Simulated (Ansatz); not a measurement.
A crystal relaxed with r2SCAN in the plane-wave code Ansatz has space group P-3m1 (No. 164) and a = 3.899 Å, c = 9.554 Å.

```csv
atom,site,x,y,z
Xx,2d,0.3333,0.6667,0.7035
Xx,2c,0.0000,0.0000,0.3764
Ge,2d,0.6667,0.3333,0.0454
```

r2SCAN gives an indirect gap of 0.60 eV, from Γ to k = (0, 0.414, 0.177); the least direct gap is 1.31 eV at Γ. HSE06 gives an indirect gap of 0.92 eV, from Γ to k = (0, 0.414, 0.177); the least direct gap is 1.73 eV at Γ. With PBE0 the valence top lies at Γ and the conduction bottom at k = (0, 0.414, 0.177), 1.55 eV higher; the smallest vertical gap, at Γ, is 2.34 eV. Meshes: r2SCAN 12×12×4, HSE06 6×6×2, PBE0 6×6×2.

**Question.** Which element is Xx?
A. Pb
B. C
C. Si
D. Sn

**Answer.** C. Xx is Si: an ordered 6-atom cell of Si2Ge on the diamond lattice (P-3m1). Around Si lie 3 Si at 2.38 Å and 1 Ge at 2.40 Å; around Si lie 4 Si at 2.36–2.38 Å; around Ge lie 1 Si at 2.40 Å and 3 Ge at 2.41 Å.

All values are calculated for a non-magnetic cell, which may be hypothetical.

The runs are scalar-relativistic, without spin-orbit coupling.

Where an edge lies off the special points, it is a point of the mesh or the k point where a search put PBE's edge or least direct gap, reused for the other functionals, whose own edges may lie a little apart.

Coordinates of k points refer to the reciprocal vectors of the primitive cell of the runs.

The meshes of the hybrids are coarse, so their gaps aren't converged to the digits shown.
